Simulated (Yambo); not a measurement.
Yambo input for a free-standing GeTe monolayer (symmetry P3m1, slab cell 14.4 Å high) under biaxial strain of +1.5 % in the plane (a = 3.937 Å, b = 3.937 Å, c = 14.400 Å, α = 90.00°, β = 90.00°, γ = 120.00°), on PBEsol (pw.x of Quantum ESPRESSO, ONCV potentials, scalar-relativistic) wavefunctions on a 18×18×1 mesh:

```
rim_cut
optics
chi
dipoles
kernel
RandQpts= 1000000
RandGvec= 2 Ry
CUTGeo= "slab z"
FFTGvecs= 30 Ry
Chimod= "HARTREE"
NGsBlkXd= 2 Ry
% QpntsRXd
 1 | 1 |
%
% BndsRnXd
 1 | 55 |
%
GrFnTpXd= "R"
% EnRngeXd
 0.0 | 20.0 | eV
%
% DmRngeXd
 0.2 | 0.2 | eV
%
CGrdSpXd= 50
ETStpsXd= 161
% LongDrXd
 1.0 | 0.0 | 0.0 |
%
```

First lines of the file o-*.alpha_q1_inv_rpa_dyson:

```
Polarizability  ( -<<X>> ) @ Q(1):   1.00000000     0.00000000     0.00000000    [q->0 direction]
#
# Polarizability units: length
#
# [ X ] Hartree size     :   79
# [GEN] GF Energies     : Perdew, Burke & Ernzerhof SOL(X)+Perdew, Burke & Ernzerhof SOL(C)
# [GEN] Green`s Function     : Retarded
#
# [GEN] Gauge     : Length
# [GEN] [r,Vnl] included     : yes
#
#    E[1] [eV]     Im(alpha)     Re(alpha)     Im(alpha_o)     Re(alpha_o)
#
     0.000000     0.64080E-11     7.831167     0.16008E-17     9.002715
     0.125000     0.037374     7.842582     0.043888     9.016119
     0.250000     0.075654     7.877089     0.088838     9.056642
     0.375000     0.115812     7.935496     0.135988     9.125231
     0.500000     0.158964     8.019214     0.186643     9.223537
     0.625000     0.206472     8.130352     0.242394     9.354032
     0.750000     0.260086     8.271884     0.305281     9.520198
     0.875000     0.322176     8.447896     0.378060     9.726812
     1.000000     0.396105     8.663959     0.464630     9.980382
     1.125000     0.486888     8.927697     0.570787     10.28980
     1.250000     0.602442     9.249646     0.705638     10.66735
     1.375000     0.756101     9.644494     0.884448     11.13014
     1.500000     0.972185     10.13248     1.134875     11.70177
     1.625000     1.299219     10.73856     1.511710     12.41187
     1.750000     1.840273     11.47339     2.130894     13.27657
     1.875000     2.770285     12.22186     3.195260     14.18136
     2.000000     4.005446     12.65112     4.671373     14.75766
     2.125000     5.356825     12.94239     6.354337     15.05708
     2.250000     7.149021     12.69059     8.376493     14.66028
     2.375000     8.118515     11.57733     9.400707     13.47318
     2.500000     8.534326     11.69223     9.989235     13.70355
     2.625000     10.71850     11.87845     12.52961     13.84872
     2.750000     13.08837     9.593779     15.15272     11.36687
     2.875000     12.64381     7.082215     14.83287     8.781975
     3.000000     12.52554     6.504320     15.12115     8.167873
     3.125000     12.80744     5.067743     15.76766     6.417554
     3.250000     12.35011     4.262721     15.76159     5.313935
     3.375000     12.62217     3.753151     16.51060     3.956833
     3.500000     13.30768     2.565649     16.94401     1.654430
     3.625000     13.01383     0.599127     15.84499     -0.862354
     3.750000     12.04395     -0.582458     14.23758     -2.083648
```
(The file goes on to the top of the energy range; α is in bohr.) Convergence of the RPA response with its 18×18×1 mesh was not tested.

Spin-orbit coupling is not included.

Geometry strained from the cell relaxed with PBEsol, atoms relaxed again.

This is a model layer cut from the bulk structure; whether it is stable on its own was not checked.
